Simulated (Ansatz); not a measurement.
ZnO:
```
ZnO
1.0
    3.23502     0.00000     0.00000
   -1.61751     2.80161     0.00000
    0.00000     0.00000     5.21142
Zn O
2 2
Direct
  0.66667   0.33333   0.50033
  0.33333   0.66667   0.00033
  0.66667   0.33333   0.87998
  0.33333   0.66667   0.37998
```

Tensor components refer to the Cartesian frame of this cell.

Give the high-frequency dielectric tensor and the Born effective charge tensors of the independent atoms from DFPT, the program Ansatz at the r²SCAN level (PAW).


ε∞:
```
4.34  0.00  0.00
0.00  4.34  0.00
0.00  0.00  4.40
```
Z* of atom 1 (Zn), rows: field, columns: displacement, in e:
```
2.09  0.00  0.00
0.00  2.09  0.00
0.00  0.00  2.14
```
Z* of atom 3 (O), rows: field, columns: displacement, in e:
```
-2.09   0.00   0.00
 0.00  -2.09   0.00
 0.00   0.00  -2.14
```

Static charges for comparison (Bader): Zn1 +1.29, O3 -1.29 e. Born charges measure polarisation by displacement and can exceed these by far.

Space group P6_3mc (wurtzite). The cell was relaxed with r²SCAN under the symmetry of its start; of distortions, only those at the zone centre were tested.

Potentials: the earlier of the program's two PAW sets.
